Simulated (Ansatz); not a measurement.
MnHg (Pm-3m); volume scaled by 0.85, start moments a quarter as large.

```yaml
crystal:
  lattice:
    - [3.14019, 0.00000, 0.00000]
    - [0.00000, 3.14019, 0.00000]
    - [0.00000, 0.00000, 3.14019]
  atoms:
    - { symbol: Mn, position: [0.50000, 0.50000, 0.50000] }
    - { symbol: Hg, position: [0.00000, 0.00000, 0.00000] }
```

The reference geometry is a structure as deposited in COD; nothing is relaxed.

Functional, mesh and filling: PBE, 10×10×10 k mesh, Fermi–Dirac smearing of 0.1 eV. PAW means Ansatz 0.2.0 on its default frozen-core files. Site moments are integrated in spheres about the atoms. Start moments (μB): Mn1 1.

Iteration by iteration:

```
iteration  Harris–Foulkes energy less the last (meV)  density residual (eV)  M (μB)  ∫|m| (μB)
        1                                   -824.801                1.0e+01  1.7266     1.7549
        2                                    317.367                1.0e+00  2.0786     2.1652
        3                                    551.625                1.8e-01  2.4590     2.5796
        4                                    522.569                1.7e-02  2.6460     2.7991
        5                                    394.888                5.0e-03  2.7875     2.9627
        6                                    248.102                2.9e-03  2.8890     3.0745
        7                                    -41.383                5.1e-01  3.1568     3.3612
        8                                    -12.643                2.1e-01  3.3740     3.6133
        9                                     -0.315                3.3e-02  3.3618     3.5951
       10                                      0.108                1.1e-03  3.4046     3.6384
       11                                     -0.001                1.0e-04  3.4203     3.6543
       12                                      0.008                5.4e-06  3.4172     3.6507
       13                                      0.001                1.6e-07  3.4178     3.6511
       14                                      0.000                1.5e-08  3.4188     3.6521
       15                                      0.000                2.2e-10  3.4187     3.6520
```

Site moments (μB): Mn1 3.39, Hg2 -0.01. Cell moment 3.42 μB.

The Ansatz runs typed with the search for lower states off end where their start leads. Spin–orbit coupling is left out although heavy atoms are present. These are results for the start and cell typed. The real compound can order otherwise, in a larger cell, or not at all, since semilocal functionals at zero temperature often overstate magnetism.
